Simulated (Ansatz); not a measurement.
All numbers below come from Ansatz, DFT PBE, scalar-relativistic, plane waves, PAW. Settings: cutoff 420 eV, Γ-centred meshes spaced at most about 0.3 Å⁻¹, and about 0.25 Å⁻¹ or finer for metals (2π included), Gaussian smearing. Collinear spin in cells that started with moments and kept them past the coarse steps, no spin elsewhere.

Temperature and zero-point effects are left out. All come from trial cells, and lower structures may exist.

Question: Order these relaxed structures of MgCuC4N4 by energy, lowest first, with the energy over the lowest of them.
1.

```cif
data_structure
_symmetry_space_group_name_H-M 'P-43m'
_symmetry_Int_Tables_number 215
_cell_length_a 6.1033
_cell_length_b 6.1033
_cell_length_c 6.1033
_cell_angle_alpha 90.000
_cell_angle_beta 90.000
_cell_angle_gamma 90.000
_cell_volume 227.36
loop_
_atom_site_label
_atom_site_type_symbol
_atom_site_symmetry_multiplicity
_atom_site_Wyckoff_symbol
_atom_site_fract_x
_atom_site_fract_y
_atom_site_fract_z
_atom_site_occupancy
Mg1 Mg 1 a 0.00000 0.00000 0.00000 1
Cu1 Cu 1 b 0.50000 0.50000 0.50000 1
C1 C 4 e 0.20646 0.20646 0.20646 1
N1 N 4 e 0.31681 0.31681 0.31681 1
```

2.

```cif
data_structure
_symmetry_space_group_name_H-M 'P-43m'
_symmetry_Int_Tables_number 215
_cell_length_a 5.9637
_cell_length_b 5.9637
_cell_length_c 5.9637
_cell_angle_alpha 90.000
_cell_angle_beta 90.000
_cell_angle_gamma 90.000
_cell_volume 212.11
loop_
_atom_site_label
_atom_site_type_symbol
_atom_site_symmetry_multiplicity
_atom_site_Wyckoff_symbol
_atom_site_fract_x
_atom_site_fract_y
_atom_site_fract_z
_atom_site_occupancy
Mg1 Mg 1 b 0.50000 0.50000 0.50000 1
Cu1 Cu 1 a 0.00000 0.00000 0.00000 1
C1 C 4 e 0.18874 0.18874 0.18874 1
N1 N 4 e 0.30172 0.30172 0.30172 1
```

Answer: 2 (0 meV/atom), 1 (155 meV/atom). Forms: 2 P-43m, moments up to 0.5 μB; 1 P-43m, moments up to 0.6 μB. Even the lowest lies +0.23 eV/atom against the elements.

In such compounds of Cu a zero gap at this level may well be an artefact, since no Hubbard U is applied. Another magnetic order may lie lower. Cells relaxed within their symmetry can be saddle points. Some candidate types were left out of the draw beforehand, so a known form may be missing.
